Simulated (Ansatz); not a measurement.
**Structure types of V compared at 130 GPa**

Structure types of V are relaxed in primitive cells with their symmetry kept at 130 GPa, first on PAW files, then by LAPW. The enthalpy is E + pV at zero temperature, without zero-point motion. Only the types listed were tried, and differences under about 5 meV/atom are mesh noise. Not among the end structures: fcc, which may lie lower.

Computed with Ansatz 0.2.0; functional PBEsol, scalar-relativistic. Settings: Fermi–Dirac smearing of 0.05 eV, no spin polarisation. Methods: LAPW: all electrons, basis error target 0.5 meV/atom; PAW: frozen-core files, cutoff 420 eV.

k meshes: bcc 20×20×20, hcp 19×19×10, omega 10×10×14, simple hexagonal 19×19×18, beta tin 19×19×19.

The PAW files were made under PBE.

Question: Order the types by LAPW enthalpy, lowest first.
A. bcc
B. hcp
C. beta tin
D. simple hexagonal
E. omega

Answer: A (0 meV/atom), E (232 meV/atom), B (453 meV/atom), C (616 meV/atom), D (780 meV/atom).

| start type | ends as | a, b, c (Å) | V (Å³/atom) | H − H(lowest), LAPW (meV/atom) | same, PAW |
| --- | --- | --- | --- | --- | --- |
| bcc | bcc, Im-3m | 2.631, 2.631, 2.631 | 9.11 | 0.0 | 0.0 |
| hcp | hcp, P6_3/mmc | 2.271, 2.271, 4.151 | 9.27 | 453.2 | 454.2 |
| omega | omega, P6/mmm | 3.901, 3.901, 2.097 | 9.21 | 231.5 | 232.4 |
| simple hexagonal | simple hexagonal, P6/mmm | 2.260, 2.260, 2.111 | 9.34 | 780.1 | 781.8 |
| beta tin | beta tin, I4_1/amd | 3.993, 3.993, 2.302 | 9.17 | 616.5 | 617.7 |

Question: Split the lead of bcc over omega into energy and pV.

Answer: For omega less bcc: ΔE = +148.3 meV/atom, and p·ΔV = 130 GPa × +0.1025 Å³ × 6.242 meV/(GPa·Å³) = +83.2 meV/atom, together 231.5 meV/atom. bcc wins on both counts.
